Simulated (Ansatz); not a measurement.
Polymorphs of MoS2, each relaxed with the program Ansatz at the PBE level (PAW):

A: R3m
a = b = 3.185 Å, c = 22.292 Å, α = β = 90.00°, γ = 120.00°

```
atom  site  symmetry       x       y       z
----  ----  --------  ------  ------  ------
Mo      3a        3m  0.0000  0.0000  0.0002
S       3a        3m  0.0000  0.0000  0.5968
S       3a        3m  0.0000  0.0000  0.7370
```

B: fluorite (Fm-3m)
a = 5.8720 Å, b = 5.8720 Å, c = 5.8720 Å, α = 90.00°, β = 90.00°, γ = 90.00°

| atom | site | symmetry | x | y | z |
|---|---|---|---|---|---|
| Mo | 4a | m-3m | 0.0000 | 0.0000 | 0.0000 |
| S | 8c | -43m | 0.2500 | 0.2500 | 0.2500 |

Task: Rank these by energy per atom at 0 K (lowest first), as PBE gives it.

Result: A (+0 meV/atom), B (+751 meV/atom)

Task: Give each one's gap.

Result: A 1.45 eV; B no gap.

Constructed cells (a structure type filled with these elements, in neither database checked): B. Not the usual ambient phase: B. Weakly bound layers, chains or molecules computed without a dispersion correction, so cells and soft constants are ill determined: A. All cells were relaxed under the symmetry of their starts (and spin orders); stability against distortions was not tested throughout. Rows with no word on spin ran without spin polarisation. Spin–orbit coupling is left out wherever it is not named.

Energies hold the estimated change up to a 700 eV cutoff; steps of a few meV lie near the error of the meshes.

Potentials: the earlier of the program's two PAW sets.
